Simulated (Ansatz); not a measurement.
NiGe:
```
NiGe
1.0
    5.27619     0.00000     0.00000
    0.00000     3.46847     0.00000
    0.00000     0.00000     5.81720
Ni Ge
4 4
Cartesian
  2.66463   0.86712   4.03580
  2.61155   2.60135   1.78140
  5.24965   2.60135   1.12720
  0.02654   0.86712   4.68999
  3.64610   0.86712   0.50418
  1.63009   2.60135   5.31302
  4.26818   2.60135   3.41278
  1.00800   0.86712   2.40442
```

Relaxed with r²SCAN.

Map the electron localisation function on the plane through (0.505, 0.250, 0.694) spanned by u = [1, 0, 0] and v = [0, 0, 1] in lattice vectors, from the program Ansatz at the r²SCAN level (PAW).

x is the fraction of u, y of v (the angle between them is 90°; rows are the nearest grid lines); atoms in the plane: Ni at (0.00, 0.00), Ni at (0.50, 0.11), Ge at (0.19, 0.39), Ge at (0.69, 0.72).
```
|@@*:..::....:::...:-:..:*@@|
|@%+:..:::........:---..:+%@|
|:::...:::::::--======-:..::|
|...........:-=========-:...|
|.......   .:--=--::-===-:..|
|.....      .----:...:===-:.|
|:..        .---:.-@..:===-:|
|:..        :---:..-..-===-:|
|:.....     :-==-....:--=-::|
|:::::::.. .:-===-:::-----::|
|-====----::::-====----::::-|
|====-------:::-----:::..:-=|
|==-::.:-----:::::::..  .:-=|
|=--....:-==-::....      :-=|
|--:.-#..:===-:..        .--|
|--:.....-===-:...       .--|
|---:..:-===-.......     .--|
|-=-----===-.............:--|
|:-======-:..:--:...::::::::|
|..:-===-:..-*%*=:..::::....|
|....:--:..:*@@@*:..:::.....|
|::....::..:*@@@*:..::....::|
|@%+:..::...:=+=:. .::..:+%@|
|@@*:..::....:::...:-:..:*@@|
```
Scale: ten equal steps from 0.037 (start of ' ') to 1.01 (end of '@'), in the order ' .:-=+*#%@'; x runs from 0.000 to 1.00, y from 0.000 (bottom) to 1.00 (top).

The density is the valence pseudo-density with augmentation charge, so density and ELF within about 1 Å of a nucleus are not all-electron values.

Space group Pnma. The cell was relaxed with r²SCAN under the symmetry of its start. No spin polarisation was allowed.

Potentials: the earlier of the program's two PAW sets. The files were generated under PBE; for other functionals the program regenerates the frozen cores, and for LDA and PBEsol the local potential too.
